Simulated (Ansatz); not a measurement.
Simulated powder pattern, Mo Kα, λ = 0.71073 Å (kinematic, ideal powder, no thermal factors, no anomalous dispersion; the 30 strongest lines at most, above 1 %, up to 2θ = 45°):

```tsv
2θ (°)	I/Imax (%)
19.85	100
32.69	44
38.54	25
```

The pattern belongs to a structure relaxed with PBE in the plane-wave PAW code Ansatz.

Task: Which compound is it?
A. C, diamond
B. Eu, bcc (W type)
C. V, bcc (W type)
D. Li, bcc (W type)

Result: A, C, diamond

Task: Give the lattice parameters.

Result: a = 3.572 Å.

Space group Fd-3m (diamond). Symmetry was held in the PBE relaxation.

Potentials: the later of the program's two PAW sets.
